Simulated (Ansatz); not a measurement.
An Ansatz input:

```yaml
crystal:
  lattice:
    - [2.4083794333, 0.0, 0.0]
    - [-1.2041897167, 2.0857177712, 0.0]
    - [0.0, 0.0, 3.8015843159]
  atoms:
    - { symbol: Fe, position: [0.3333333333, 0.6666666667, 0.25], spin: 2.5 }
    - { symbol: Fe, position: [0.6666666667, 0.3333333333, 0.75], spin: -2.5 }
hamiltonian:
  xc: lda
  pseudopotentials:
    kind: paw
    azcp:
      Fe: "pseudopotentials/Fe.paw.azcp"
basis:
  ecutwfc: 420
  fft_grid_basis: typed
kpoints:
  mp_grid: { grid: [24, 24, 14], shift: [0, 0, 0] }
magnetization:
  spin_polarized: true
scf:
  occupations: { method: fermi_dirac, width: 0.05 }
```

Terminal output

```
Warning: the record states the generating functional pbe (its physics header spells it `PBE`), which answers neither for hamiltonian.xc's functional nor for the lda family's — results may be inconsistent (PPs are generated against a specific XC)
Engine: ansatz 0.2.0, aarch64-unknown-linux-gnu
Pseudopotentials: kind: paw
Pseudopotential: Fe, paw, valence charge 16, recommended cutoff 420 eV (normal) 
Functional definition: SPW92
  exchange = slater_x
  correlation = pw_c
Crystal: 2 atoms, lattice volume = 19.096 Å³
Basis set: ecut = 420 eV, 379 PW (Γ)
Bands: 23, of which v1, the nominal top of the filled ones, is band 16 counted from 1 (15 counted from 0)
Symmetry: 12 space group operations
Space group: P-6m2 (ITA 187), of the structure as read, at distance tolerance 2.7e-5 Å
Magnetic group: BNS 194.267 (UNI 1497), of the structure as read, at distance tolerance 2.7e-5 Å
k-points: 488 of 8064 (time reversal used)
Non-local potential: Fe, projectors of the file, l = 0: 3, l = 1: 2, l = 2: 3, l = 3: 1
PAW form: soft (Blöchl's): semilocal exchange-correlation on the pseudo side does not see the compensation charge
PAW frozen core: Fe, regenerated for the run's functional, and the local potential with it (the file was generated under x = pbe(κ = 0.804, μ = 0.2195149727645171), c = pbe(β = 0.06672455060314922))
PAW one-centre angular grid: Fe, 590 points (default); XC on 64 Gauss nodes
Initial density: superposition of atomic densities (chi_scale 0.1, normalization cell)
Starting moments: Σ|m| = 5 μB on 2 of 2 sites
Starting magnetic order: antiferromagnet; an inversion exchanges its spin sublattices: spin-degenerate at every k-point
Initial wavefunctions: pseudopotential atomic-orbital guess
Functional: x = slater, c = lda
SCF iter   1: F=—  HF=-8842.741306 eV  |F-HF|=—  |Δ(HF+E_count)|=         —  Δρ=2.82e-1 (↑2.82e-1 ↓2.82e-1)  dr2=6.66e0  dr2_m=1.14e1  M=0.000 μB ∫|m|=0.750 μB  β_m=0.30  ethr=3.10e-3  ⟨swp⟩=5.2  Hψ=87905  notcnv=0  defer=87
Mixer restart at iter 1: flushing history
SCF iter   2: F=—  HF=-8839.285383 eV  |F-HF|=—  |Δ(HF+E_count)|=    3.46e0  Δρ=1.70e-1 (↑1.70e-1 ↓1.70e-1)  dr2=8.22e-1  dr2_m=4.79e0  M=0.000 μB ∫|m|=0.934 μB  β_m=0.50  ethr=3.10e-3  ⟨swp⟩=3.6  Hψ=53208  notcnv=0  defer=616
SCF iter   3: F=—  HF=-8840.197976 eV  |F-HF|=—  |Δ(HF+E_count)|=   9.13e-1  Δρ=8.63e-2 (↑8.61e-2 ↓8.63e-2)  dr2=6.84e-1  dr2_m=1.05e0  M=0.000 μB ∫|m|=0.485 μB  β_m=0.52  ethr=2.57e-3  ⟨swp⟩=3.1  Hψ=40737  notcnv=0  defer=596
SCF iter   4: F=—  HF=-8840.194893 eV  |F-HF|=—  |Δ(HF+E_count)|=   3.08e-3  Δρ=1.84e-2 (↑1.84e-2 ↓1.82e-2)  dr2=4.30e-2  dr2_m=4.22e-2  M=-0.000 μB ∫|m|=0.212 μB  β_m=0.76  ethr=2.14e-3  ⟨swp⟩=2.3  Hψ=37273  notcnv=0  defer=498
SCF iter   5: F=—  HF=-8840.171660 eV  |F-HF|=—  |Δ(HF+E_count)|=   2.32e-2  Δρ=2.09e-2 (↑2.09e-2 ↓1.71e-2)  dr2=3.59e-2  dr2_m=5.13e-2  M=-0.000 μB ∫|m|=0.125 μB  β_m=0.66  ethr=1.34e-4  ⟨swp⟩=3.2  Hψ=48148  notcnv=0  defer=498
SCF iter   6: F=—  HF=-8840.206170 eV  |F-HF|=—  |Δ(HF+E_count)|=   3.45e-2  Δρ=1.05e-2 (↑3.91e-3 ↓1.05e-2)  dr2=1.82e-2  dr2_m=6.32e-3  M=-0.000 μB ∫|m|=0.044 μB  β_m=0.43  ethr=1.12e-4  ⟨swp⟩=3.0  Hψ=39823  notcnv=0  defer=506
SCF iter   7: F=—  HF=-8840.209622 eV  |F-HF|=—  |Δ(HF+E_count)|=   3.45e-3  Δρ=2.00e-3 (↑1.07e-3 ↓2.00e-3)  dr2=9.28e-4  dr2_m=2.06e-4  M=-0.000 μB ∫|m|=0.012 μB  β_m=0.72  ethr=5.69e-5  ⟨swp⟩=2.7  Hψ=34590  notcnv=0  defer=508
SCF iter   8: F=—  HF=-8840.210979 eV  |F-HF|=—  |Δ(HF+E_count)|=   1.36e-3  Δρ=1.07e-3 (↑1.07e-3 ↓8.73e-4)  dr2=1.89e-4  dr2_m=1.07e-4  M=-0.000 μB ∫|m|=0.006 μB  β_m=0.80  ethr=2.90e-6  ⟨swp⟩=2.3  Hψ=29934  notcnv=0  defer=508
SCF iter   9: F=—  HF=-8840.211194 eV  |F-HF|=—  |Δ(HF+E_count)|=   2.16e-4  Δρ=5.59e-5 (↑5.59e-5 ↓5.46e-5)  dr2=1.69e-6  dr2_m=2.30e-8  M=-0.000 μB ∫|m|=0.000 μB  β_m=0.80  ethr=5.91e-7  ⟨swp⟩=2.1  Hψ=30502  notcnv=0  defer=508
SCF iter  10: F=—  HF=-8840.211196 eV  |F-HF|=—  |Δ(HF+E_count)|=   1.75e-6  Δρ=5.79e-6 (↑5.79e-6 ↓5.05e-6)  dr2=1.05e-8  dr2_m=1.20e-9  M=-0.000 μB ∫|m|=0.000 μB  β_m=0.90  ethr=5.28e-9  ⟨swp⟩=2.2  Hψ=38117  notcnv=0  defer=508
SCF iter  11: F=—  HF=-8840.211196 eV  |F-HF|=—  |Δ(HF+E_count)|=   1.48e-8  Δρ=1.35e-6 (↑9.52e-7 ↓1.35e-6)  dr2=9.81e-10  dr2_m=4.94e-11  M=-0.000 μB ∫|m|=0.000 μB  β_m=0.79  ethr=3.27e-11  ⟨swp⟩=2.1  Hψ=33254  notcnv=0  defer=508
SCF iter  12: F=-8840.211196 eV  HF=-8840.211196 eV  |F-HF|=9.03e-9  |Δ(HF+E_count)|=  4.42e-10  Δρ=3.42e-6 (↑3.35e-6 ↓3.42e-6)  dr2=9.23e-9  dr2_m=4.20e-13  M=-0.000 μB ∫|m|=0.000 μB  ethr=3.06e-12  ⟨swp⟩=1.9  Hψ=61550  notcnv=0
SCF 1 converged in 12 iterations: F = -8840.211196 eV  dr2 = 9.23e-9
WARN: the starting moments were not kept: the SCF closed with an absolute magnetisation of 1.3e-6 μB, where they sum to 5 μB in size (2 sites). That is at most 0.1 of that sum. Measured as dr2_m measures the in/out step, that magnetisation stands 1.8e-12 eV from none, at or under the dr2_threshold of 1.0e-7 eV: it is no larger than a step whose dr2_m would equal this threshold. The system may hold no moment; this SCF shows only that its start led to no more than that. To try another start: raise the starting moments (crystal.atoms[].spin, magnetization.per_species, magnetization.initial_magnetization, or on a non-collinear deck that types none of these the spinor_matrix: blocks that start its atoms; where the total moment is fixed, keep their sum and leave initial_magnetization as it is; typed ones take the place of any that the run laid by itself, positive ones on a crystal's lanthanoids without a Hubbard term where scf.initial_density.shell_occupations: [] is typed) or, if the notice of its spin-set hold's release reads "site moments contracting" or "site moments show no strong build", lengthen the hold (scf.mixing.spin_hold: { on: { confirm: 4 } }; for m-r²SCAN on two components see the key's manual first). Each may lead to a state that holds a moment. A second SCF, from the converged charge density, with the starting moments and any scf.initial_density.shell_occupations laid on it anew, would have followed, and was not run: the deck does not ask for one (magnetization.retry_lost_moments is false, the default). To let it run, set magnetization.retry_lost_moments: true and run the deck again, where that key's refused combinations let it; where memory then withholds it, that run's warning says so.
SCF converged after 12 iterations
Magnetization: -0.0000 μB (16.0000 up, 16.0000 down)
Absolute magnetization: 0.0000 μB (∫|ρ↑−ρ↓|, with the PAW one-centre terms)
Spin contamination: 0.0000 ħ² per cell (⟨S²⟩ above its minimum at these occupations)
Per-site moments (μB) at R_I (Å): [(3.538922340564083e-7, 0.9714739609860803), (-9.233735818849465e-7, 0.9714739609860803)]
Free energy (F): -8840.211196 eV
Harris-Foulkes:  -8840.211196 eV  (|F-HF|=9.03e-9)
Internal energy: -8840.191386 eV  (E = F + TS)
E sigma→0 (E₀):  -8840.201291 eV
Entropy (-TS):   -0.019810 eV (-9.905 meV/atom)
Fermi energy:    22.380123 eV
--- Per-component energies (eV) ---
  E_band       = -309.004726
  E_kinetic    = 716.459597
  E_local      = -3696.565664  (includes V_loc(G=0)·N_el)
  E_nonlocal   = 433.862193
  E_hartree    = 1568.428967
  E_xc         = -239.599522
  E_vxc        = -310.172882  (∫ρ·V_xc dr)
  E_paw        = -2605.916821  (= ΣΔE_a)
  E_vpaw       = -589.449182  (= ΣTr[D̂ρ^β])
  E_aug_tail   = 0.001986  (compensation charges beyond the density's cutoff)
  E_ewald      = -5017.665194
  E_core_change = 0.803071  (= ΣΔE_core)
  E_smearing   = -0.019810  (= −TS)
  E_closure    = 0.000000  (closes the sum)
  Σ components = -8840.211196   (vs F -8840.211196, Δ=0.00e0)
--- Band table (eV; the first three rows and the last of 976) ---
  k-point 0 ↑: bands = ["-64.2256", "-64.0411", "-31.0356", "-30.3419", "-30.3419", "-30.2187", "-30.2187", "-30.1984", "13.0231", "16.9770", "20.5272", "20.5272", "20.6848", "21.0532", "21.0532", "21.4310", "21.4310", "22.9598", "23.1820", "23.1820", "31.8266", "44.2528", "47.9672"]
  k-point 1 ↑: bands = ["-64.2233", "-64.0434", "-31.0255", "-30.3403", "-30.3403", "-30.2202", "-30.2202", "-30.2093", "13.0843", "16.9748", "20.4973", "20.4973", "20.6614", "21.0272", "21.0272", "21.4912", "21.4912", "22.7593", "23.1824", "23.1824", "32.1233", "44.2090", "47.8218"]
  k-point 2 ↑: bands = ["-64.2165", "-64.0503", "-30.9955", "-30.3358", "-30.3358", "-30.2413", "-30.2248", "-30.2248", "13.2662", "16.9604", "20.4310", "20.4310", "20.5938", "20.9543", "20.9543", "21.6470", "21.6470", "22.2426", "23.1789", "23.1789", "32.9348", "44.0862", "47.4388"]
  k-point 487 ↓: bands = ["-64.0280", "-64.0280", "-30.8480", "-30.8480", "-30.6494", "-30.6494", "-30.3349", "-30.3349", "18.6945", "18.6945", "18.7454", "18.7454", "19.9432", "19.9432", "21.5917", "21.5917", "23.2080", "23.2080", "29.8218", "29.8218", "31.6747", "31.6747", "34.5444"]
```
